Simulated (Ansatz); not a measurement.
Several occupations of a zinc blende lattice at one composition, 5 Ga, 2 In, 2 Al, 1 Tl; 10 P. Sites, in fractions of the cell 2.715 2.715 5.429; -2.715 -2.715 5.429; 8.144 -5.429 2.715 Å:

| cell | sites |
| --- | --- |
| all | Ga (0.20 0.00 0.60), P (0.07 0.38 0.60), P (0.17 0.88 0.40), P (0.28 0.38 0.20), P (0.38 0.88 0.00), P (0.47 0.38 0.80), P (0.57 0.88 0.60), P (0.68 0.38 0.40), P (0.78 0.88 0.20), P (0.88 0.38 0.00), P (0.97 0.88 0.80) |
| 1 | Al (0.10 0.50 0.80), Al (0.40 0.00 0.20), Ga (0.00 0.00 0.00), Ga (0.50 0.50 0.00), Ga (0.60 0.00 0.80), Ga (0.80 0.00 0.40), In (0.30 0.50 0.40), In (0.70 0.50 0.60), Tl (0.90 0.50 0.20) |
| 2 | Al (0.30 0.50 0.40), Al (0.60 0.00 0.80), Ga (0.40 0.00 0.20), Ga (0.50 0.50 0.00), Ga (0.80 0.00 0.40), Ga (0.90 0.50 0.20), In (0.00 0.00 0.00), In (0.70 0.50 0.60), Tl (0.10 0.50 0.80) |
| 3 | Al (0.10 0.50 0.80), Al (0.60 0.00 0.80), Ga (0.00 0.00 0.00), Ga (0.30 0.50 0.40), Ga (0.40 0.00 0.20), Ga (0.70 0.50 0.60), In (0.50 0.50 0.00), In (0.90 0.50 0.20), Tl (0.80 0.00 0.40) |

Each was relaxed without symmetry on coarser meshes and computed once more. The calculation used DFT PBE, scalar-relativistic, plane waves, PAW in Ansatz.

Cutoff 420 eV; k points 4×4×3 on the computed 20-atom cell (Γ-centred); Gaussian smearing, width 0.02 eV; no spin polarisation.

Warren–Cowley parameters of the first shell of the sublattice with most elements (negative: unlike neighbours preferred):
```csv
cell,Al-Ga,Ga-In,Ga-Tl,Al-In,Al-Tl,In-Tl
1,-0.33,0.00,0.00,-0.04,-0.25,-0.25
2,-0.25,-0.17,0.17,-0.25,-0.25,-0.67
3,-0.17,-0.08,-0.50,-0.04,0.58,0.17
```

Forces of up to 0.08 eV/Å remain on the final mesh.

Problem. Which occupation is lowest in energy, and by how much?

Solution. Cells 3, 2 are lowest, within 8 meV/atom of each other and so too close to rank here.
| cell | E − E(lowest) (meV/atom) | V (Å³/atom) | gap on mesh (eV) |
| --- | --- | --- | --- |
| 3 | 0.0 | 22.54 | 1.07 |
| 2 | 0.9 | 22.58 | 1.19 |
| 1 | 8.9 | 22.58 | 1.09 |

The final mesh leaves forces up to 0.08 eV/Å and stresses up to 0.5 GPa: the relaxation ran on a coarser mesh, so the cell's shape, its bonds and its energy belong partly to that mesh.

Spin-orbit coupling is left out, which matters for the bands of heavy elements. The gap is read on a mesh, which can miss the band edges, so it can be too wide.

Cost: 6 runs of about 7.5 core-minutes in all (earlier runs that led there not counted), on AMD EPYC 9R45 (Zen 5) (shared hosts).